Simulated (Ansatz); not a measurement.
Born–Oppenheimer molecular dynamics of a 24-atom Ga₂Ag cell at 18.97 Å³/atom, computed with Ansatz: Langevin thermostat at 1000 K, 118 steps of 3.0 fs, friction 0.03 1/fs. The run is short and the cell small, so it isn't an equilibrium average.

```yaml
crystal:
  lattice:
    - [7.715006, 0.051753, 0.062926]
    - [0.051753, 7.56481, 0.425621]
    - [0.062926, 0.425621, 7.826486]
  atoms:
    - { symbol: Ga, position: [0.5355895775, 0.2630845517, 0.3951222278] }
    - { symbol: Ga, position: [0.0612050934, 0.4211600031, 0.7193548105] }
    - { symbol: Ga, position: [0.4239602602, 0.7363772484, 0.969473027] }
    - { symbol: Ga, position: [0.2131192303, 0.4320790724, 0.4334438569] }
    - { symbol: Ga, position: [0.9911912391, 0.9933016016, 0.7008451112] }
    - { symbol: Ga, position: [0.0781945459, 0.1332829086, 0.9506942601] }
    - { symbol: Ga, position: [0.0444682013, 0.7797273099, 0.9756927176] }
    - { symbol: Ga, position: [0.872413197, 0.699906969, 0.6098926911] }
    - { symbol: Ga, position: [0.294870679, 0.0217923071, 0.5505687704] }
    - { symbol: Ga, position: [0.916523443, 0.5130730558, 0.3335325949] }
    - { symbol: Ga, position: [0.7838426878, 0.9855108786, 0.9814041223] }
    - { symbol: Ga, position: [0.212086726, 0.1575360372, 0.223873017] }
    - { symbol: Ga, position: [0.8732968333, 0.2938147263, 0.1117116619] }
    - { symbol: Ga, position: [0.5767006584, 0.5918340984, 0.5952748749] }
    - { symbol: Ga, position: [0.5522476378, 0.3433269502, 0.8863821346] }
    - { symbol: Ga, position: [0.5014567877, 0.060310166, 0.0950189134] }
    - { symbol: Ag, position: [0.6382303057, 0.7149066926, 0.2632714855] }
    - { symbol: Ag, position: [0.2246278687, 0.7269995004, 0.7043017829] }
    - { symbol: Ag, position: [0.7671441114, 0.2629287767, 0.6149453531] }
    - { symbol: Ag, position: [0.7543857855, 0.5986864523, 0.9423646992] }
    - { symbol: Ag, position: [0.2024556722, 0.4789439014, 0.0464125211] }
    - { symbol: Ag, position: [0.1924114222, 0.7965341376, 0.2935988709] }
    - { symbol: Ag, position: [0.624711226, 0.9313921401, 0.7345048954] }
    - { symbol: Ag, position: [0.8432876013, 0.0143737305, 0.3802081099] }
  symmetry: { detect: false }
basis:
  ecutwfc: 420
  xc_grid: 1
kpoints:
  mp_grid: { grid: [1, 1, 1], shift: [0.25, 0.25, 0.25] }
hamiltonian:
  xc: pbe
scf:
  occupations: { method: fermi_dirac, width: 0.0862 }
  lower_state_search: "off"
  convergence: { dr2_threshold: 1.0e-05 }
output:
  forces: true
  stress: true
md:
  timestep: 3.0
  n_steps: 118
  ensemble: nvt_langevin
  friction: 0.03
  temperature: 1000.0
  initial_velocities: maxwell_boltzmann
  seed: 70170
```

```bash
ansatz run input.yaml --threads 2 --pin off --max-ram 5120MiB --backend cpu --events-out ev --progress --plain --runs-dir out
```

The calculation used Ansatz 0.2.0, DFT PBE, scalar-relativistic, plane waves, PAW.

5 frames, positions in Å (not wrapped into the cell) and forces in eV/Å:

```xyz
24
Lattice="7.715 0.052 0.063 0.052 7.565 0.426 0.063 0.426 7.826" Properties=species:S:1:pos:R:3:forces:R:3 pbc="T T T" time_fs=0.0 temperature_K=958 free_energy_over_first_frame_eV=0.000
Ga    4.171    2.186    3.238   -0.640    0.160   -0.270
Ga    0.539    3.495    5.813   -0.500   -0.850    0.600
Ga    3.370    6.005    7.928   -0.040    0.210    0.350
Ga    1.694    3.464    3.590    1.160   -0.350   -0.940
Ga    7.743    7.864    5.970   -0.240    0.660   -1.090
Ga    0.670    1.417    7.502    1.240    0.380   -0.570
Ga    0.445    6.316    7.971    0.270   -0.070    0.920
Ga    6.805    5.599    5.126    0.650    0.190   -0.770
Ga    2.311    0.414    4.337    0.640    0.650   -0.500
Ga    7.119    4.071    2.886   -0.400    0.320    0.030
Ga    6.160    7.913    8.150    0.770    0.050    1.580
Ga    1.658    1.298    1.833   -0.230    0.060    0.870
Ga    6.760    2.315    1.054   -0.730    0.060    0.960
Ga    4.517    4.760    4.947   -0.840   -0.320   -0.170
Ga    4.334    3.003    7.118   -0.040   -0.270   -0.060
Ga    3.878    0.523    0.801   -0.850   -0.130    0.270
Ag    4.978    5.553    2.405   -0.280    0.450    0.070
Ag    1.815    5.811    5.836    0.630   -0.930   -0.430
Ag    5.971    2.290    4.973    0.360    0.330    0.460
Ag    5.910    4.969    7.678    0.110    0.000    0.350
Ag    1.590    3.653    0.580    0.200   -0.170    0.180
Ag    1.544    6.161    2.649    0.250   -0.130    0.130
Ag    4.914    7.391    6.184   -1.390   -0.200   -1.630
Ag    6.531    0.314    3.035   -0.100   -0.080   -0.370
24
Lattice="7.715 0.052 0.063 0.052 7.565 0.426 0.063 0.426 7.826" Properties=species:S:1:pos:R:3:forces:R:3 pbc="T T T" time_fs=90.0 temperature_K=638 free_energy_over_first_frame_eV=-0.573
Ga    4.011    2.512    3.140    1.500   -0.480   -0.230
Ga    0.287    3.193    5.708    0.390    0.990   -0.160
Ga    3.395    6.329    7.797   -0.630   -1.040    0.550
Ga    2.087    3.708    3.614   -0.890    0.410    0.530
Ga    7.867    8.131    5.820   -0.060   -0.830   -0.730
Ga    0.813    1.498    7.483    0.630    0.500    0.870
Ga    0.629    6.521    8.039    0.590   -0.880   -0.060
Ga    6.833    5.753    4.775    1.000    0.020    1.480
Ga    2.528    0.369    4.249   -0.210    0.000   -0.180
Ga    7.176    4.062    3.111    0.320    0.000   -0.210
Ga    6.246    7.716    8.320   -0.670    0.690    0.490
Ga    1.711    1.451    2.109   -0.790   -0.140   -0.160
Ga    6.899    2.433    1.397   -0.390   -1.120   -0.190
Ga    4.584    4.807    4.984   -0.810   -0.720    0.330
Ga    4.262    3.035    7.317   -0.610   -0.410   -0.200
Ga    3.749    0.532    0.848    0.190    0.080    0.150
Ag    4.847    5.682    2.434   -0.460   -0.300   -0.370
Ag    1.799    5.684    5.756   -0.200   -0.730   -0.020
Ag    5.778    2.150    5.216   -0.340    0.870   -0.430
Ag    5.875    4.827    7.702    0.660    0.790    0.090
Ag    1.683    3.680    0.655    0.220    0.310   -0.360
Ag    1.781    5.976    2.622    0.060    0.800   -0.060
Ag    4.644    7.440    5.971    0.530   -0.590   -0.280
Ag    6.412    0.084    2.953   -0.030    1.780   -0.850
24
Lattice="7.715 0.052 0.063 0.052 7.565 0.426 0.063 0.426 7.826" Properties=species:S:1:pos:R:3:forces:R:3 pbc="T T T" time_fs=177.0 temperature_K=851 free_energy_over_first_frame_eV=-0.392
Ga    4.512    2.488    3.047   -0.800   -0.280   -2.000
Ga    0.355    3.106    5.546    0.380   -0.080    0.290
Ga    3.335    6.252    7.939    0.520   -0.470   -0.960
Ga    2.291    3.756    3.628   -0.370   -0.140   -0.450
Ga    7.857    7.927    5.889    0.370    1.650    0.280
Ga    1.274    1.665    7.511   -0.450    0.020   -1.600
Ga    0.900    6.539    8.014   -0.100   -0.660   -0.390
Ga    7.013    5.886    5.151   -0.450   -1.230   -0.270
Ga    2.709    0.441    4.172   -0.960    0.220   -0.060
Ga    7.073    4.125    3.336    0.400    0.540   -0.360
Ga    6.509    7.618    8.440   -1.220    0.680   -0.200
Ga    1.473    1.284    2.080    0.480    0.140    1.670
Ga    7.048    2.358    1.570   -1.140    0.390   -0.600
Ga    4.574    4.754    4.761   -0.420    1.400    0.260
Ga    3.868    3.065    7.041   -0.160    0.170    0.250
Ga    3.598    0.571    0.742    0.820    0.110    0.270
Ag    4.656    5.766    2.170    0.480   -0.310    0.780
Ag    1.940    5.477    5.765    0.270   -0.270   -0.140
Ag    5.518    2.514    5.194    1.440   -1.180    1.490
Ag    5.960    4.755    7.671    0.070   -0.100    0.110
Ag    1.718    3.622    0.715   -0.150    0.620    0.170
Ag    1.612    6.256    2.637    0.230   -0.760    0.580
Ag    4.759    7.436    5.818    0.940   -0.480    0.520
Ag    6.599    0.081    2.707   -0.180    0.030    0.360
24
Lattice="7.715 0.052 0.063 0.052 7.565 0.426 0.063 0.426 7.826" Properties=species:S:1:pos:R:3:forces:R:3 pbc="T T T" time_fs=264.0 temperature_K=753 free_energy_over_first_frame_eV=-0.870
Ga    4.343    2.127    2.712    1.080    0.030    0.340
Ga    0.329    3.197    5.535    0.490    0.310   -0.370
Ga    3.395    6.139    7.822    1.090    0.140   -0.180
Ga    2.613    3.661    3.566   -0.510    0.480    0.310
Ga    7.937    8.234    5.839   -0.760   -0.310   -0.290
Ga    1.482    1.740    7.265    0.000   -0.160    0.720
Ga    1.032    6.636    7.843   -0.150   -0.250   -0.210
Ga    7.195    5.746    5.315    0.040    0.540   -0.460
Ga    2.523    0.429    4.316    0.170   -0.600    0.570
Ga    6.988    4.257    3.073    0.600    0.380    0.300
Ga    6.513    7.459    8.398   -0.560    0.850    0.140
Ga    1.780    1.525    2.260   -1.420   -0.190   -0.670
Ga    6.920    2.344    1.521    0.170   -0.700   -0.440
Ga    4.590    5.095    4.579   -0.200   -0.090    1.110
Ga    3.867    2.914    7.284    0.920   -0.070   -0.330
Ga    3.760    0.342    0.919    0.080   -0.260   -0.390
Ag    4.908    5.621    2.190   -0.400   -0.420   -0.870
Ag    2.115    5.052    5.831    0.050    0.080   -0.330
Ag    5.687    2.558    5.399   -0.800   -0.490   -0.140
Ag    5.852    4.751    7.361   -0.190   -0.280    0.250
Ag    1.953    3.695    0.796   -0.820    0.260    0.490
Ag    1.521    5.951    2.649   -0.010    0.200    0.220
Ag    4.734    7.385    5.841    0.800    0.290    0.100
Ag    6.483   -0.004    2.844    0.330    0.250    0.110
24
Lattice="7.715 0.052 0.063 0.052 7.565 0.426 0.063 0.426 7.826" Properties=species:S:1:pos:R:3:forces:R:3 pbc="T T T" time_fs=354.0 temperature_K=868 free_energy_over_first_frame_eV=-0.953
Ga    4.661    2.371    2.753   -0.050    0.060   -0.040
Ga    0.484    3.193    5.402   -1.260   -0.940    0.060
Ga    3.381    6.491    7.559   -0.230   -0.680    0.260
Ga    2.454    3.730    3.798    1.360   -0.110   -0.820
Ga    7.653    8.258    5.960    0.220    0.160   -0.080
Ga    1.561    1.624    7.273   -0.210    0.170    0.460
Ga    0.973    6.662    7.914   -0.100   -0.070   -0.070
Ga    7.248    5.908    5.165   -0.170   -0.260    0.560
Ga    2.540    0.472    4.401    0.080   -0.300    0.340
Ga    7.255    4.416    3.138   -0.830   -0.780   -0.570
Ga    6.459    7.650    8.393   -0.560    1.030    0.470
Ga    1.598    1.857    2.404   -0.150   -0.950   -0.530
Ga    6.984    2.485    1.384   -0.300   -0.640   -0.210
Ga    4.546    5.480    4.499   -0.520   -0.720    0.410
Ga    3.921    2.669    7.468    0.620    0.010   -0.360
Ga    3.587    0.244    1.173   -0.200    0.420    0.800
Ag    4.839    5.524    1.988   -0.100   -0.800   -0.450
Ag    1.929    5.049    5.829    1.000    1.250    0.720
Ag    5.638    2.605    5.277   -0.360    0.140    0.220
Ag    5.495    4.716    7.265    0.130    0.020   -0.240
Ag    1.586    3.794    0.639    0.050   -0.100    0.210
Ag    1.471    5.862    2.714    0.720    1.170   -0.140
Ag    5.014    7.404    6.039    0.790    1.280   -0.470
Ag    6.365   -0.107    2.852    0.060    0.630   -0.540
```

Over the second half the temperature averages 889 K and the pressure (kinetic part included, positive in compression) 5.9 GPa. Mean square displacements at the end: Ag 0.29 Å², Ga 0.35 Å² (from the start of this run, the atoms' common shift taken off).

One k point is coarse for so small a cell, so forces and above all the pressure are rough.

Time: 5.4 min on 2 threads of Intel(R) Xeon(R) Platinum 8488C (Sapphire Rapids), on a shared host, peak memory 0.97 GiB.